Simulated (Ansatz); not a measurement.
Relaxed-ion elastic tensor of C2CuS2 in space group P6/mmm (No. 191; C on 6l, S on 6l, Cu on 3f) in GPa (Voigt order), plane-wave PAW r²SCAN+D4 (Ansatz code); density 3.25 g/cm³, 15.49 Å³ per atom.

```csv
,1,2,3,4,5,6
1,266,112,6.6,0.0,0.0,0.0
2,112,266,6.6,0.0,0.0,0.0
3,6.6,6.6,31.4,0.0,0.0,0.0
4,0.0,0.0,0.0,-2.8,0.0,0.0
5,0.0,0.0,0.0,0.0,-2.8,0.0
6,0.0,0.0,0.0,0.0,0.0,77.2
```

### Question
Is the crystal mechanically stable?

### Answer
No: the smallest eigenvalue of C is -2.8 GPa.

A made-up cell: these elements were put on the sites of a structure type; neither database checked (COD, Materials Project) lists it. Its standing as an ambient phase is unchecked. The cell was relaxed with r²SCAN+D4 under the symmetry of its start. At this level the phase is mechanically unstable. No spin polarisation was allowed. As this level gives no gap, shear constants depend on the k-mesh and smearing (Fermi–Dirac, 0.1 eV here).

Potentials: the later of the program's two PAW sets.
